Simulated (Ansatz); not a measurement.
**Ir (fcc): a workflow**

**The experiment.** The Crystallography Open Database holds a cell as deposited of cubic Ir (space group Fm-3m), temperature not stated (1963): a = 3.839 Å, 14.15 Å³/atom.

Computed with Ansatz (plane waves, PAW, 420 eV cutoff): PBE, scalar-relativistic, no spin polarisation, 18×18×18 k-mesh, Gaussian smearing of 0.05 eV. The datasets are Ansatz's generated set soft_2.

Starting cell, 0 % over the database's volume:

```xyz
1
Lattice="0.0000 1.9200 1.9200 1.9200 0.0000 1.9200 1.9200 1.9200 0.0000" Properties=species:S:1:pos:R:3 pbc="T T T"
Ir    0.0000    0.0000    0.0000
```

The first steps of the search for zero pressure:

```csv
run,level,k-mesh,kind,V (Å³/atom),P (GPa),gap on the mesh (eV)
1,PBE,18×18×18,fixed cell,14.16,8.8,metal
```

**Question.** At which volume does PBE reach zero pressure?

**Answer.** About 14.5 Å³/atom, about 2 % over the start.

The steps that followed:

```csv
run,level,k-mesh,kind,V (Å³/atom),P (GPa),E − E(final) (meV/atom),gap on the mesh (eV)
2,PBE,18×18×18,fixed cell,14.98,-10.6,16.7,metal
3,PBE,18×18×18,fixed cell,14.50,-0.1,0.0,metal
```

Cell and atoms are those of this level's equilibrium.

The final structure (symmetry read at 0.01 Å). It takes space group Fm-3m (No. 225, cubic). Conventional cell: a = 3.871 Å, b = 3.871 Å, c = 3.871 Å, α = 90.00°, β = 90.00°, γ = 90.00°. Around Ir (site symmetry m-3m) lie 12 Ir at 2.74 Å. (Shells end 15 % past the nearest neighbour.)

At the final geometry the gap, band path included, is zero (metallic). 

**Reading the result.**

With 17 valence electrons in the calculation's cell and no magnetic order, the bands, two electrons each, can't all be full or empty: band theory demands a metal. (Only strong correlation, outside this picture, could make a Mott insulator of it.)

**Against experiment.** PBE gives 3.871 Å and 14.50 Å³/atom, +2.5 % in volume (+0.8 % in length) from the database's cell. PBE usually overestimates volumes by a few per cent. Spin–orbit coupling, left out, also moves the volume of such heavy elements' compounds.

No spin–orbit coupling, a notable omission for heavy elements.
